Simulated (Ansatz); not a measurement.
A geometry of Cs2P3 away from equilibrium: the start of the relaxation of a relaxed Cs2P3 cell shaken by Gaussian noise of σ = 0.08 Å a coordinate. Calculation: r2SCAN (plane waves to 500 eV, PAW, scalar-relativistic; Ansatz, an electronic-structure program). Γ-centred k-mesh 3×3×6 on the run's cell (coarser than for final values), Fermi–Dirac smearing 0.05 eV.

```xyz
10
Lattice="10.1476 0.0000 0.0000 0.0000 10.1476 0.0000 0.0000 0.0000 3.7059" Properties=species:S:1:pos:R:3:forces:R:3 pbc="T T T" free_energy=-27295.853 pressure_GPa=-1.8
P      5.0406     5.0233     0.0646   -0.0159   -0.0279    0.0337
P     -0.1380    -0.0285     0.0870    0.0597   -0.0340    0.0624
P      5.7952     0.8110     1.8668   -2.8402   -2.8320    0.0173
P      0.6551     4.2385     1.9273   -1.8129    2.1861   -0.4839
P      9.3599     5.7316     1.7396    1.9941   -1.8964    0.3413
P      4.2291     9.4289     1.9066    2.9444    2.7260   -0.1715
Cs     8.0320     2.9111    -0.1380   -0.3316   -0.1768    0.1077
Cs     2.7821     2.1194     0.0150    0.0968   -0.0030    0.0204
Cs     7.2277     7.9286    -0.0960   -0.1430    0.0456    0.0300
Cs     2.0946     7.2153    -0.0741    0.0487    0.0124    0.0426
```

Positions in Å, forces in eV/Å, free energy of the cell in eV (comparable only within this code, potentials and settings). Largest force: 4.02 eV/Å, on P3, P6 (atoms numbered as listed); the geometry lies 0.77 eV/atom above the end of its relaxation.

No spin polarisation in the result.

The end of the path is a generated cell of Cs2P3: the first start was made by placing the elements on the sites of a structure type, and the end was not matched to a known phase here, so it may be hypothetical.
